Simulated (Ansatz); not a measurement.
**Calculated with Ansatz: Sr2AgMoO6, relaxation**

Input:

```yaml
crystal:
  lattice:
    - [0.0, 5.716134, 0.0]
    - [5.716134, 0.0, 0.0]
    - [2.858067, 2.858067, -4.085628]
  atoms:
    - { symbol: Sr, position: [0.75, 0.25, 0.5] }
    - { symbol: Sr, position: [0.25, 0.75, 0.5] }
    - { symbol: Ag, position: [0.0, 0.0, 0.0] }
    - { symbol: Mo, position: [0.5, 0.5, 0.0] }
    - { symbol: O, position: [0.26114, 0.26114, 0.47772] }
    - { symbol: O, position: [0.73886, 0.73886, 0.52228] }
    - { symbol: O, position: [0.29333, 0.22558, 0.0] }
    - { symbol: O, position: [0.22558, 0.70667, 0.0] }
    - { symbol: O, position: [0.70667, 0.77442, 0.0] }
    - { symbol: O, position: [0.77442, 0.29333, 0.0] }
  symmetry: { tolerance: 0.0003 }
kpoints:
  mp_grid: { grid: [5, 5, 5], shift: [0, 0, 0] }
magnetization:
  spin_polarized: false
scf:
  occupations: { method: cold, width: 0.0674 }
  lower_state_search: "off"
hamiltonian:
  pseudopotentials: { kind: paw }
  xc: pbe
basis:
  ecutwfc: 420
  fft_grid_basis: typed
relax:
  max_steps: 40
  f_tol: 0.03
output:
  forces: true
  stress: true
  eigenvalues: true
  populations: true
  elf: true
  write_potential: true
  volumetric_format: npy
  dos:
    e_range: [-12, 8]
    de: 0.05
    projected: { site_lists: { Ag: [Ag], Mo: [Mo], O: [O], Sr: [Sr] } }
  bader: false
checkpoint:
  read: saved_state
```

Run with:

```bash
ansatz run input.yaml --threads 2 --pin off --max-ram 3584MiB --backend cpu --events-out ev --progress --plain --runs-dir out
```

Origin of the cell: a known structure type with other elements, at an estimated volume, so it need not be a known compound.

The saved state is a converged single point of the same cell.

Excerpt of the output:

```
SCF iter   1: F=—  HF=-23044.152865 eV  Δρ=4.42e-3  dr2=1.21e-2
SCF iter   2: F=—  HF=-23044.151107 eV  S|Δr|=    0.00e0  Δρ=6.98e-4  dr2=4.15e-4
SCF iter   3: F=—  HF=-23044.151259 eV  S|Δr|=    0.00e0  Δρ=2.67e-4  dr2=9.04e-5
SCF iter   4: F=—  HF=-23044.151255 eV  S|Δr|=    0.00e0  Δρ=1.01e-4  dr2=1.85e-5
SCF iter   5: F=—  HF=-23044.151257 eV  S|Δr|=    0.00e0  Δρ=2.84e-5  dr2=1.88e-6
SCF iter   6: F=—  HF=-23044.151257 eV  S|Δr|=    0.00e0  Δρ=1.05e-5  dr2=2.06e-7
SCF iter   7: F=-23044.151257 eV  HF=-23044.151257 eV  S|Δr|=    0.00e0  Δρ=3.49e-6  dr2=2.43e-8
relax step   1: F+E_penalty+E_count = -23044.151257 eV  Δ(F+E_penalty+E_count) = +0.000e0 eV  max|allowed force component| = 1.886e0 eV/Å  Δτ_max = 0.0000 Å  (7 SCF iters, accepted)
relax step   2: F+E_penalty+E_count = -23044.632557 eV  Δ(F+E_penalty+E_count) = -4.813e-1 eV  max|allowed force component| = 4.912e-1 eV/Å  Δτ_max = 0.1099 Å  (6 SCF iters, dr2 threshold 1.00e-4 eV, accepted)
relax step   3: F+E_penalty+E_count = -23044.777213 eV  Δ(F+E_penalty+E_count) = -1.447e-1 eV  max|allowed force component| = 4.175e-1 eV/Å  Δτ_max = 0.1574 Å  (6 SCF iters, dr2 threshold 1.51e-5 eV, accepted)
relax step   4: F+E_penalty+E_count = -23044.784300 eV  Δ(F+E_penalty+E_count) = -7.087e-3 eV  max|allowed force component| = 1.962e-1 eV/Å  Δτ_max = 0.0108 Å  (5 SCF iters, dr2 threshold 1.18e-5 eV, accepted)
relax step   5: F+E_penalty+E_count = -23044.787391 eV  Δ(F+E_penalty+E_count) = -3.091e-3 eV  max|allowed force component| = 1.622e-2 eV/Å  Δτ_max = 0.0125 Å  (7 SCF iters, dr2 threshold 8.50e-6 eV, accepted)
relax step   6: F+E_penalty+E_count = -23044.787394 eV  Δ(F+E_penalty+E_count) = -2.208e-6 eV  max|allowed force component| = 1.628e-2 eV/Å  Δτ_max = 0.0000 Å  (5 SCF iters, accepted)
SCF 6 converged in 5 iterations: F = -23044.787394 eV  dr2 = 5.80e-8
SCF converged after 5 iterations
Stability not checked: this state was not tested for a lower state beside it, because cold or Methfessel-Paxton smearing, or corrected tetrahedra, fill the levels in a way that the test cannot read (fill_not_monotonic; […]
Free energy (F): -23044.787394 eV
Harris-Foulkes:  -23044.787394 eV  (|F-HF|=4.09e-8)
Internal energy: -23044.784771 eV  (E = F + TS)
E sigma→0 (E₀):  -23044.786520 eV
Entropy (-TS):   -0.002622 eV (-0.262 meV/atom)
Fermi energy:    10.425741 eV
--- Per-component energies (eV) ---
  E_band       = -598.924715
  E_kinetic    = 2507.767062
  E_local      = -7333.417658  (includes V_loc(G=0)·N_el)
  E_nonlocal   = 912.195124
  E_hartree    = 2757.826560
  E_xc         = -1159.357111
  E_vxc        = -1355.046979  (∫ρ·V_xc dr)
  E_paw        = -13437.721705  (= ΣΔE_a)
  E_vpaw       = -846.076213  (= ΣTr[D̂ρ^β])
  E_aug_tail   = 0.014676  (compensation charges beyond the density's cutoff)
  E_ewald      = -7292.091720
  E_smearing   = -0.002622  (= −TS)
  Σ components = -23044.787394   (vs F -23044.787394, Δ=0.00e0)
--- Forces (eV/Å), atoms counted from 1 ---
  atom   1  Sr     0.000000     0.000000    -0.000000
  atom   2  Sr     0.000000     0.000000     0.000000
  atom   3  Ag     0.000000     0.000000     0.000000
  atom   4  Mo     0.000000     0.000000     0.000000
  atom   5  O      0.000000     0.000000    -0.004579
  atom   6  O      0.000000     0.000000     0.004579
  atom   7  O     -0.016280    -0.010998     0.000000
  atom   8  O      0.010998    -0.016280     0.000000
  atom   9  O      0.016280     0.010998     0.000000
  atom  10  O     -0.010998     0.016280     0.000000
  max |Σ_I F_I| component: 0.00e0 eV/Å
--- Stress (GPa, compression-positive) ---
        4.129106      -0.000001       0.000000
        0.000001       4.129106       0.000000
        0.000000       0.000000       4.857996
  P = ⅓ Tr σ = 4.3721 GPa (43.721 kbar)
--- Relaxed structure (6 steps of the walk, 6 accepted, 0 SCFs on fresh bases) ---
  F+E_penalty+E_count = -23044.787394 eV   max|allowed force component| = 1.628e-2 eV/Å
  atoms:
    - { symbol: Sr, position: [0.75, 0.25, 0.5] }
    - { symbol: Sr, position: [0.25, 0.75, 0.5] }
    - { symbol: Ag, position: [-1.987e-19, 0.0, 1.698e-19] }
    - { symbol: Mo, position: [0.5, 0.5, 1.698e-19] }
    - { symbol: O, position: [0.265199, 0.265199, 0.469603] }
    - { symbol: O, position: [0.734801, 0.734801, 0.530397] }
    - { symbol: O, position: [0.338237, 0.206528, 1.698e-19] }
    - { symbol: O, position: [0.206528, 0.661763, 1.698e-19] }
    - { symbol: O, position: [0.661763, 0.793472, 1.698e-19] }
    - { symbol: O, position: [0.793472, 0.338237, 1.698e-19] }
--- Löwdin populations: 10 sites ---
  site symbol       q [e]
     0     Sr      8.2660
     1     Sr      8.2660
     2     Ag     17.9845
     3     Mo     12.5212
     4      O      6.8640
     5      O      6.8640
     6      O      6.8784
     7      O      6.8784
     8      O      6.8784
     9      O      6.8784
  spilling = 0.008096 (of n_electrons = 89.000000)
```

Before:

Space group I4/m (No. 87); the run's cell has a = 5.716 Å, b = 5.716 Å, c = 5.747 Å, α = 60.18°, β = 60.18°, γ = 90.00°. Shortest distances: Mo–O 1.95 Å, Ag–O 2.12 Å, O–Sr 2.69 Å, O–O 2.77 Å, Ag–Sr 3.51 Å, Mo–Sr 3.51 Å.

After:

Space group I4/m (No. 87); the run's cell has a = 5.716 Å, b = 5.716 Å, c = 5.747 Å, α = 60.18°, β = 60.18°, γ = 90.00°. Shortest distances: Mo–O 1.92 Å, Ag–O 2.17 Å, O–Sr 2.53 Å, O–O 2.71 Å, Ag–Sr 3.51 Å, Mo–Sr 3.51 Å.

* Free energy lowered by: 63.6 meV/atom
* Final pressure: 4.37 GPa
* Relaxation steps listed: 6

Caveats: no moments, though an odd count or open d shells may carry them; the SCF threshold is looser than advised for a stress; the k mesh is coarse if the cell is a metal; the relaxation held the start's symmetry, so the end may be a saddle point.

The run took 35 s of wall time on 2 CPU thread(s) of a shared host, from a saved density.
